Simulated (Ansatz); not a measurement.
## AlN (P6_3mc): elastic constants by finite strains

Computed with LDA, all-electron PAW in Ansatz 0.2.0, datasets made for the crystal, scalar-relativistic; not a measurement.

Cell and atoms were relaxed beforehand by PAW with this functional.

Launched as:

```sh
ansatz run input.yaml --threads 2 --pin off --max-ram 5120MiB --backend cpu --events-out ev --progress --plain --runs-dir out
```

Input:

```yaml
crystal:
  lattice:
    - [3.08877018995, 0.0, 0.0]
    - [-1.54438509497, 2.67495345095, 0.0]
    - [0.0, 0.0, 4.94326336468]
  atoms:
    - { symbol: Al, position: [0.333333333333, 0.666666666667, -0.000992572121] }
    - { symbol: Al, position: [0.666666666667, 0.333333333333, 0.499007427879] }
    - { symbol: "N", position: [0.333333333333, 0.666666666667, 0.380992572121] }
    - { symbol: "N", position: [0.666666666667, 0.333333333333, 0.880992572121] }
kpoints:
  mp_grid: { grid: [8, 8, 6] }
scf:
  occupations: { method: fixed }
hamiltonian:
  xc: lda
  pseudopotentials: { kind: all_electron, datasets: crystal }
elastic:
  mode: relaxed_ion
  stencil: two_point
  amplitude: 0.003
```

Output (shortened where marked):

```
Warning: RAYON_NUM_THREADS=2 ignored (pool sized by the plan → 2); use --threads N
hamiltonian.pseudopotentials.datasets: crystal makes datasets for this crystal and solves the spheres of its atoms anew in each pass: cutoff 380.0 eV, the density's 2660.0 eV; recipe f0d9f9de228a.33, for an error of 0.50 meV an ...
Engine: ansatz 0.2.0, aarch64-unknown-linux-gnu
Pseudopotentials: kind: all_electron
Pseudopotential: Al, paw, valence charge 11, recommended cutoff 380 eV (normal), crystal/all_electron/lda/scalar/gaussian/Al, Koelling and Harmon's equation, gaussian nucleus
Pseudopotential: N, paw, valence charge 5, recommended cutoff 380 eV (normal), crystal/all_electron/lda/scalar/gaussian/N, Koelling and Harmon's equation, gaussian nucleus
Functional definition: SPW92
  exchange = slater_x
  correlation = pw_c
davidson cushion auto → on  (no smearing: the cushion is to keep the highest requested band from converging to the state above it; pin scf.eigensolver.cushion to override)
Crystal: 4 atoms, lattice volume = 40.843 Å³
Basis set: ecut = 380 eV, 687 PW (Γ)
Bands: 12, of which v1, the nominal top of the filled ones, is band 8 counted from 1 (7 counted from 0)
Symmetry: 12 space group operations
Space group: P63mc (ITA 186), of the structure as read, at distance tolerance 3.4e-5 Å
k-points: 40 of 384 (time reversal used)
Non-local potential: Al, projectors of the file, l = 0: 1, l = 1: 1
Non-local potential: N, projectors of the file, l = 0: 1, l = 1: 2
PAW form: soft (Blöchl's): semilocal exchange-correlation on the pseudo side does not see the compensation charge
PAW one-centre angular grid: Al, 110 points (default); XC on its mesh's 1845 points in the sphere
PAW one-centre angular grid: N, 110 points (default); XC on its mesh's 1943 points in the sphere
Initial density: superposition of atomic densities (neutral atoms: chi_scale 0, normalization atom)
Initial wavefunctions: pseudopotential atomic-orbital guess
Functional: x = slater, c = lda
[... 171 lines left out ...]
  largest displacement 3.9e-5 Å; the constants are those of the deck's cell at these positions:
  atoms:
    - { symbol: Al, position: [0.33333333333333337, 0.6666666666666669, -0.0009846921649199838] }
    - { symbol: Al, position: [0.6666666666666667, 0.3333333333333334, 0.4990153078350801] }
    - { symbol: N, position: [0.33333333333333337, 0.6666666666666669, 0.38098469216492004] }
    - { symbol: N, position: [0.6666666666666667, 0.3333333333333334, 0.88098469216492] }
  C = ∂σ_k/∂η_j (tension-positive GPa; Voigt order 11 22 33 23 13 12):
       396.426    143.672    112.453     -0.000      0.000     -0.000
       143.672    396.426    112.453     -0.000      0.000     -0.000
       112.457    112.457    369.879      0.000     -0.000     -0.000
        -0.000      0.000     -0.000    115.798     -0.000      0.000
         0.000     -0.000     -0.000      0.000    115.798     -0.000
        -0.000      0.000      0.000      0.000     -0.000    126.377
  reference stress σ⁰ (GPa):     -0.005     -0.005     -0.020     -0.000      0.000      0.000
  C* (energy form; C + prestress term) asymmetry max|C*_kj − C*_jk| = 1.172e-2 GPa — a small one proves nothing (zero by symmetry where the batch's group is 432, −43m or m−3m); a large one is finite-difference/SCF noise where ...
  moduli (Voigt/Reuss/Hill, GPa): K = 211.10/210.21/210.65   G = 124.54/123.90/124.22   E = 311.44   ν = 0.254
  mechanically stable: yes (min eigenvalue of sym C = 115.80 GPa)
  where every solve meets its electron count the energy-path curvature estimates C_jj along a normal strain and C_jj − ¼(σ⁰_aa + σ⁰_bb) along a shear (ab), closely only under elastic.basis: deformed
  strain η (Voigt 11):  stress-route row diagonal C_11 = 396.43 GPa, energy-path curvature d²(F+E_count)/dδ²/Ω₀ = 396.47 GPa
         δ    σ_11 (GPa)             F (eV)   n_scf  n_hpsi   n_pw
    -3.000e-3      -1.2026      -16132.2506033       6   34209    700   relax 5 steps, max|allowed force component| 3.53e-5 eV/Å
     3.000e-3       1.1760      -16132.2506150       7   36246    703   relax 3 steps, max|allowed force component| 4.02e-5 eV/Å
  strain η (Voigt 33):  stress-route row diagonal C_33 = 369.88 GPa, energy-path curvature d²(F+E_count)/dδ²/Ω₀ = 369.94 GPa
         δ    σ_33 (GPa)             F (eV)   n_scf  n_hpsi   n_pw
    -3.000e-3      -1.1288      -16132.2506245       7   17213    698   relax 3 steps, max|allowed force component| 5.23e-6 eV/Å
     3.000e-3       1.0905      -16132.2506546       6   16134    702   relax 3 steps, max|allowed force component| 6.94e-6 eV/Å
  strain η (Voigt 23):  stress-route row diagonal C_44 = 115.80 GPa, energy-path curvature d²(F+E_count)/dδ²/Ω₀ = 115.81 GPa
         δ    σ_23 (GPa)             F (eV)   n_scf  n_hpsi   n_pw
    -3.000e-3      -0.3474      -16132.2509311       6   46331    702   relax 3 steps, max|allowed force component| 3.56e-5 eV/Å
     3.000e-3       0.3474      -16132.2509311       6   46466    702   relax 4 steps, max|allowed force component| 2.32e-6 eV/Å
```

The run converged.

Strained cells:

Elastic constants of a crystal by Kohn-Sham DFT: slopes of the stress over finite engineering strains of the given cell, Voigt indices, Cartesian axes as in the input; stress of each strained cell less that at rest, tension positive.

```tsv
strain component	strain	stress xx (GPa)	stress yy (GPa)	stress zz (GPa)	stress yz (GPa)	stress xz (GPa)	stress xy (GPa)	relaxation steps
xx	-0.003	-1.198	-0.4336	-0.3391	0	0	0	5
xx	0.003	1.181	0.4284	0.3357	0	0	0	3
zz	-0.003	-0.3428	-0.3428	-1.109	0	0	0	3
zz	0.003	0.332	0.332	1.111	0	0	0	3
yz	-0.003	-0.0003	0.0016	-0.0015	-0.3474	0	0	3
yz	0.003	-0.0003	0.0016	-0.0015	0.3474	0	0	4
```

### Elastic constants

```json
{
 "Pressure at rest": "0.01 GPa",
 "Least elastic eigenvalue": "115.8 GPa",
 "Elastically stable": "yes"
}
```

| index | elastic (GPa) |
| --- | --- |
| 11 | 396.4 |
| 12 | 143.7 |
| 13 | 112.5 |
| 33 | 369.9 |
| 44 | 115.8 |

**Elastic moduli**

Hill averages of a grain aggregate, Debye temperature from the mean sound speed over directions.

* Bulk modulus: 210.7 GPa
* Shear modulus: 124.2 GPa
* Young modulus: 311.4 GPa
* Poisson ratio: 0.2536
* Bulk over shear modulus: 1.696
* Elastic anisotropy index: 0.0302
* Least young modulus: 296.7 GPa
* Largest young modulus: 329.1 GPa
* Longitudinal sound speed: 10630 m/s
* Transverse sound speed: 6105 m/s
* Elastic debye temperature: 930 K
* Linear compressibility (x, y, z): 1.475, 1.475, 1.806 1/TPa

Caveats: constants at zero field, no piezoelectric stiffening.

Cost: 4.1 min on 2 threads of Arm Neoverse V1, with other jobs on the host, peak memory 0.78 GiB.
